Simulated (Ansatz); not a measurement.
AlAs:
```
CELL_PARAMETERS angstrom
      3.97090     0.00000     0.00000
     -1.98545     3.43890     0.00000
      0.00000     0.00000     6.52933
ATOMIC_POSITIONS crystal
  Al 0.33333 0.66667 0.00080
  Al 0.66667 0.33333 0.50080
  As 0.33333 0.66667 0.37520
  As 0.66667 0.33333 0.87520
```

Cartesian axes are those of the cell as given.

Question: Give the high-frequency dielectric tensor and the Born effective charge tensors of the independent atoms from DFPT, plane-wave PAW LDA (Ansatz code).

Answer: 
ε∞:
```
9.31  0.00  0.00
0.00  9.31  0.00
0.00  0.00  9.74
```
Z* of atom 1 (Al), rows: field, columns: displacement, in e:
```
2.08  0.00  0.00
0.00  2.08  0.00
0.00  0.00  2.26
```
Z* of atom 3 (As), rows: field, columns: displacement, in e:
```
-2.08   0.00   0.00
 0.00  -2.08   0.00
 0.00   0.00  -2.26
```

Space group P6_3mc (wurtzite). The first step of the workflow began from a Materials Project structure, measured or hypothetical; the Crystallography Open Database copy checked does not list it. It is not the phase usual at ambient conditions (space group No. 216). The cell was relaxed with LDA under the symmetry of its start; its stability against distortions is not shown here. Scalar-relativistic: spin–orbit coupling is off unless named, which matters more the heavier the elements.

Potentials: the later of the program's two PAW sets.
